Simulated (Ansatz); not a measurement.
Input:

Ge₂W:
```xyz
3
Lattice="-1.6617 1.6617 4.0890 1.6617 -1.6617 4.0890 1.6617 1.6617 -4.0890" Properties=species:S:1:pos:R:3 pbc="T T T"
Ge     0.0000     0.0000     2.7620
Ge     0.0000     0.0000     5.4160
W      0.0000     0.0000     0.0000
```

This is the r²SCAN-relaxed structure.

All from DFT-r²SCAN in the program Ansatz with PAW potentials, unless another level is named. Give the electronic character.

metallic (no gap).

Predict the density of states at the Fermi level.

0.16 states/eV per atom (mean over ±0.08 eV).

Predict the formation energy from the elements (no fitted shifts).

0.12 eV/atom.

Space group I4/mmm (MoSi2 or CaC2 type). The workflow started from an entry of the Crystallography Open Database (COD). Its standing as an ambient phase is unchecked. The cell was relaxed with r²SCAN under the symmetry of its start; its stability against distortions is not shown here. No spin polarisation was allowed. The references are the lowest solids computed at this level, not always the standard phases. Spin–orbit coupling is left out wherever it is not named.

Potentials: the later of the program's two PAW sets.
